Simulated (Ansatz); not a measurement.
## PdPt under strong compression

```
CELL_PARAMETERS angstrom
1.38412 0.79912 4.55566
-1.38412 0.79912 4.55566
0.00000 -1.59824 4.55566
ATOMIC_POSITIONS crystal
Pd 0.00000 0.00000 0.00000
Pt 0.50000 0.50000 0.50000
```

The base volume is that of a database entry, with shape and atoms relaxed on PAW files at held volume, so it needn't be at zero pressure; the structure needn't be the stable phase, at rest or compressed.

Its volume is scaled, and at each volume shape and atoms are relaxed on PAW files; all methods then take that cell.

All numbers are LDA results (scalar-relativistic) from Ansatz 0.2.0, with a Γ-centred 15×15×15 k mesh, Fermi–Dirac smearing of 0.05 eV, no spin polarisation. Methods: LAPW: all electrons, basis error target 1 meV/atom; PAW: frozen-core files, cutoff 420 eV.

Energies are extrapolated to zero smearing and count from the unscaled cell; pressure is positive in compression; gaps take the mesh and a band path. No temperature or zero-point motion is included.

Spin–orbit coupling is left out, which matters for the heavy atoms. The PAW files were made under PBE.

| V/V0 | V (Å³/atom) | P LAPW (GPa) | ΔE LAPW (eV/atom) | P PAW − LAPW (GPa) | ΔE PAW − LAPW (meV/atom) | space group | shortest distance (Å) |
| --- | --- | --- | --- | --- | --- | --- | --- |
| 1.00 | 15.12 | -11.14 | 0.000 | 0.01 | 0.0 | R-3m | 2.768 |
| 0.90 | 13.61 | ? | 0.017 | -0.02 | 0.0 | R-3m | 2.677 |
| 0.60 | 9.07 | ? | 4.288 | 0.03 | -1.5 | R-3m | 2.338 |
| 0.55 | 8.31 | 601.0 | 6.643 | 0.26 | -0.9 | R-3m | 2.271 |

Q: Give the missing entry: row "0.60", column "P LAPW (GPa)".

A: 409.6.

Q: Give the missing entry: row "0.90", column "P LAPW (GPa)".

A: 18.28.

Q: From the table, what is the rise of the enthalpy H = E + pV up to the last row, and how stiff is the crystal between the last two rows?

A: ΔH = 6.643 eV + (601.0 GPa × 8.31 Å³ + 11.14 GPa × 15.12 Å³) × 0.006242 eV/(GPa·Å³) = 38.88 eV/atom, of which pV makes 83 %. The mean bulk modulus there is −ΔP/Δln V = 2200 GPa.

Q: How do the Löwdin populations by LAPW change from the unscaled cell to the last row?

A: Pd 4d 9.29 → 9.37, Pt 5s 1.99 → 1.96, Pt 6s 1.19 → 1.15, Pt 5d 8.98 → 9.03 electrons an atom. These are projections on the shells that the free atoms fill; 0.55 e a cell lies outside them at the start and 0.49 e at the end.
